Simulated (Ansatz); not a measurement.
A geometry of InSe away from equilibrium: step 5 of the relaxation of a relaxed InSe cell, doubled along one cell vector, shaken by Gaussian noise of σ = 0.08 Å a coordinate. Method: PBE (plane waves to 420 eV, PAW, scalar-relativistic; Ansatz, a first-principles code). Γ-centred k-mesh 5×5×3 on the run's cell (coarser than for final values), Fermi–Dirac smearing 0.05 eV. The plane waves were selected for a different cell earlier on the path.

```
CELL_PARAMETERS angstrom
     -2.67720     2.46069     6.48677
      2.57948    -2.75822     6.56525
      5.34038     5.50243   -13.20727
ATOMIC_POSITIONS crystal
  In 0.34234 0.21594 0.94180
  In 0.35222 0.45003 0.56848
  In 0.57178 0.58163 0.00536
  In 0.54786 0.57331 0.49568
  In 0.03856 0.06672 0.99585
  In 0.06377 0.04906 0.50305
  Se 0.15015 0.64951 0.25181
  Se 0.12966 0.64268 0.74896
  Se 0.64086 0.14255 0.25555
  Se 0.65247 0.16697 0.76074
  Se 0.75595 0.86948 0.94674
  Se 0.92360 0.87367 0.53710
```

### Question
Give the Cartesian forces on all atoms (eV/Å).

### Answer
```
atom     Fx     Fy     Fz
----  -----  -----  -----
In1   -0.32  -0.32   0.34
In2    0.22  -0.33   0.22
In3    0.00  -0.01  -0.22
In4   -0.03  -0.05  -0.18
In5    0.11   0.18   0.68
In6   -0.13  -0.15   0.27
Se7    0.17   0.08  -0.22
Se8    0.16   0.13  -0.09
Se9    0.01  -0.02  -0.19
Se10  -0.17  -0.02   0.05
Se11   0.04   0.18  -0.49
Se12  -0.06   0.35  -0.17
```

The path ends in P1 (No. 1). No spin polarisation in the result.

The end of the path is a generated cell of InSe: the first start was made by a random draw of sites in a space group, and the end was not matched to a known phase here, so it may be hypothetical. Known forms of InSe include space group No. 194.
